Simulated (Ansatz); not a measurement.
B2Ir:
```yaml
crystal:
  lattice:
    - [-1.40485, 1.40485, 3.42350]
    - [1.40485, -1.40485, 3.42350]
    - [1.40485, 1.40485, -3.42350]
  atoms:
    - { symbol: Ir, position: [0.00000, 0.00000, 0.00000] }
    - { symbol: B, position: [0.31994, 0.31994, 0.00000] }
    - { symbol: B, position: [0.68006, 0.68006, 0.00000] }
```

Relaxed with PBE. Special points in fractions of this cell's reciprocal vectors: Γ (0.000, 0.000, 0.000); X (0.000, 0.000, 0.500); P (0.250, 0.250, 0.250); N (0.000, 0.500, 0.000); M (0.500, 0.500, -0.500); S (0.292, 0.708, -0.292); S0 (-0.292, 0.292, 0.292); R (-0.084, 0.084, 0.500); G (0.500, 0.500, -0.084).

### Question
List the band energies nearest the Fermi level at these points for the program Ansatz at the PBE level (PAW).

### Answer
In eV from the Fermi level; about four levels below and three above (degenerate sets whole), none deeper than 8.9 eV; … stands for higher levels left out; points with the same levels are listed once.

```csv
k,below,above
Γ,-5.28 -5.28 -3.22 -1.97,4.22 4.29 4.29
X,-5.74 -4.33 -0.52 -0.10,2.01 2.48 2.63
P,-3.02 -3.02 -2.68 -0.62 -0.10,3.66 5.10 5.10
N,-5.86 -5.09 -5.01 -2.98,0.12 2.83 4.22
M,-3.24 -3.24 -1.90 -1.21 -1.21,3.57 6.85 …
S,-4.87 -4.43 -2.92 -0.52,3.74 4.10 5.14
R,-5.59 -3.77 -2.11 -0.51,1.14 2.15 4.36
```

Space group I4/mmm (MoSi2 or CaC2 type). A made-up cell: these elements were put on the sites of a structure type; neither database checked (COD, Materials Project) lists it. Its standing as an ambient phase is unchecked. The PBE relaxation kept the symmetry of its start; whether a distortion lowers the energy is not shown. No spin polarisation was allowed. Spin–orbit coupling is left out wherever it is not named.

Potentials: the earlier of the program's two PAW sets.
